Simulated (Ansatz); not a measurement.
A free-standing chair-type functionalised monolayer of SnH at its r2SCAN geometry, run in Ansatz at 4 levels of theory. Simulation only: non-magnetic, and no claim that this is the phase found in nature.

The LDA input:
```yaml
crystal:
  lattice:
    - [4.6586374065, 0.0, 0.0]
    - [-2.3293187033, 4.0344983411, 0.0]
    - [0.0, 0.0, 32.366933336]
  atoms:
    - { symbol: Sn, position: [0.3333333333, 0.6666666667, 0.3217238519] }
    - { symbol: Sn, position: [0.6666666667, 0.3333333333, 0.2961907276] }
    - { symbol: H, position: [0.3333333333, 0.6666666667, 0.374923629] }
    - { symbol: H, position: [0.6666666667, 0.3333333333, 0.2429909504] }
  periodic: [true, true, false]
kpoints:
  mp_grid: { grid: [6, 6, 1] }
  band_path:
    path: [[0.0, 0.0, 0.0], [0.5, 0.0, 0.0], [0.3333333333, 0.3333333333, 0.0]]
    npoints: 1
hamiltonian:
  xc: lda
scf:
  occupations: { method: fixed }
  n_extra_bands: 5
output:
  forces: true
  stress: true
  eigenvalues: true
```

Main results, then, where recorded, the levels near the gap in eV from the Fermi energy (columns number the bands from 0), one row a point of the path (Γ, M, K):
```
Crystal: 4 atoms, lattice volume = 608.345 Å³
Symmetry: 12 space group operations
Space group: P-3m1 (ITA 164)
```
```
Basis set: ecut = 420 eV, 11923 PW (Γ)
Bands: 20, of which v1, the nominal top of the filled ones, is band 15 counted from 1 (14 counted from 0)
k-points: 7 of 36
Free energy (F): -11789.179692 eV
Fermi energy:    -5.088452 eV
--- Forces (eV/Å), atoms counted from 1 ---
  atom   1  Sn      0.00000      0.00000    -0.18969
  atom   2  Sn      0.00000      0.00000      0.18969
  atom   3  H       0.00000      0.00000      0.00120
  atom   4  H       0.00000      0.00000    -0.00120
--- 2D stress c σ (N/m, compression-positive) ---
       -0.873546       0.000000       0.000000
        0.000000      -0.873546       0.000000
        0.000000       0.000000       0.000000
  P = ½ c Tr σ = -0.8735 N/m
```
```tsv
band_11	band_12	band_13	band_14	band_15	band_16	band_17
-5.377	-2.091	0.000	0.000	0.447	3.440	3.440
-6.685	-2.987	-2.389	-1.238	1.554	3.404	4.117
-7.304	-2.585	-2.585	-2.527	3.855	3.863	3.863
```

The LDA gap is direct at Γ: 0.45 eV.

PBE+SOC. Against the first input these blocks differ (the band path and keys that only write files left aside):
```yaml
hamiltonian:
  xc: pbe
scf:
  occupations: { method: fermi_dirac, width: 0.02 }
  n_extra_bands: 10
magnetization:
  noncollinear: true
  spin_orbit: true
```

```
Basis set: ecut = 420 eV, 11923 PW (Γ)
Bands: 40, of which v1, the nominal top of the filled ones, is band 30 counted from 1 (29 counted from 0)
k-points: 7 of 36
Free energy (F): -12083.618611 eV
Fermi energy:    -4.534575 eV
--- Forces (eV/Å), atoms counted from 1 ---
  atom   1  Sn      0.00000      0.00000    -0.05635
  atom   2  Sn      0.00000      0.00000      0.05635
  atom   3  H       0.00000      0.00000      0.16029
  atom   4  H       0.00000      0.00000    -0.16029
--- 2D stress c σ (N/m, compression-positive) ---
        0.535983       0.000000       0.000000
        0.000000       0.535983       0.000000
        0.000000       0.000000       0.000000
  P = ½ c Tr σ = 0.5360 N/m
```
```tsv
band_22	band_23	band_24	band_25	band_26	band_27	band_28	band_29	band_30	band_31	band_32	band_33	band_34	band_35
-5.763	-5.763	-2.625	-2.625	-0.605	-0.605	-0.179	-0.179	0.179	0.179	2.905	2.905	3.209	3.209
-7.022	-7.022	-3.438	-3.438	-2.896	-2.896	-1.626	-1.626	1.250	1.250	3.102	3.102	3.714	3.714
-7.618	-7.618	-3.107	-3.107	-3.087	-3.087	-2.840	-2.840	3.475	3.475	3.566	3.566	3.603	3.603
```

PBE+SOC gives a direct gap of 0.36 eV at Γ. The mean in-plane stress at these positions is +0.54 N/m, compression counted positive.

**Question.** In the first input these blocks are replaced (the band path and keys that only write files left aside):
```yaml
hamiltonian:
  xc: r2scan
```
What comes out?

**Answer.**
```
Basis set: ecut = 500 eV, 15581 PW (Γ)
Bands: 20, of which v1, the nominal top of the filled ones, is band 15 counted from 1 (14 counted from 0)
k-points: 7 of 36
Free energy (F): -12108.288810 eV
Fermi energy:    -5.090303 eV
--- Forces (eV/Å), atoms counted from 1 ---
  atom   1  Sn      0.00000      0.00000    -0.00157
  atom   2  Sn      0.00000      0.00000      0.00157
  atom   3  H       0.00000      0.00000    -0.00317
  atom   4  H       0.00000      0.00000      0.00317
--- 2D stress c σ (N/m, compression-positive) ---
       -0.013900       0.000000       0.000000
        0.000000      -0.013900       0.000000
        0.000000       0.000000       0.000000
  P = ½ c Tr σ = -0.0139 N/m
```
```tsv
band_11	band_12	band_13	band_14	band_15	band_16	band_17
-5.572	-2.349	0.000	0.000	0.820	3.694	3.694
-6.869	-3.210	-2.636	-1.308	1.869	3.858	4.486
-7.513	-2.823	-2.823	-2.628	4.336	4.336	4.337
```
r2SCAN gives a direct gap of 0.82 eV at Γ. The mean stress is close to zero (-0.01 N/m).

r2SCANh. Against the first input these blocks differ (the band path and keys that only write files left aside):
```yaml
hamiltonian:
  xc: r2scanh
```

```
Basis set: ecut = 500 eV, 15581 PW (Γ)
Bands: 20, of which v1, the nominal top of the filled ones, is band 15 counted from 1 (14 counted from 0)
k-points: 7 of 36
hybrid outer 1: dexx = +3.565e-4 eV, tail = 6.96e-7 eV
hybrid outer 2: dexx = +3.821e-9 eV, tail = 2.12e-9 eV, Δε = 4.60e-4 eV, ΔF = 7.54e-4 eV/Å
Free energy (F): -12108.210498 eV
Fermi energy:    -5.318875 eV
--- Forces (eV/Å), atoms counted from 1 ---
  atom   1  Sn      0.00000      0.00000      0.01868
  atom   2  Sn      0.00000      0.00000    -0.01868
  atom   3  H       0.00000      0.00000    -0.05650
  atom   4  H       0.00000      0.00000      0.05650
--- 2D stress c σ (N/m, compression-positive) ---
       -0.200679       0.000000       0.000000
        0.000000      -0.200679       0.000000
        0.000000       0.000000       0.000000
  P = ½ c Tr σ = -0.2007 N/m
```
```tsv
band_11	band_12	band_13	band_14	band_15	band_16	band_17
-5.840	-2.508	0.000	0.000	1.209	4.169	4.169
-7.166	-3.387	-2.800	-1.366	2.287	4.309	4.974
-7.831	-2.990	-2.990	-2.747	4.775	4.832	4.832
```

The r2SCANh gap is direct at Γ: 1.21 eV. The mean stress, -0.2 N/m, is small, and the program warns that its thresholds are loose for a hybrid's stress.

Totals of different functionals, or with and without spin-orbit coupling, can't be compared.

Only the levels marked +SOC include spin-orbit coupling.
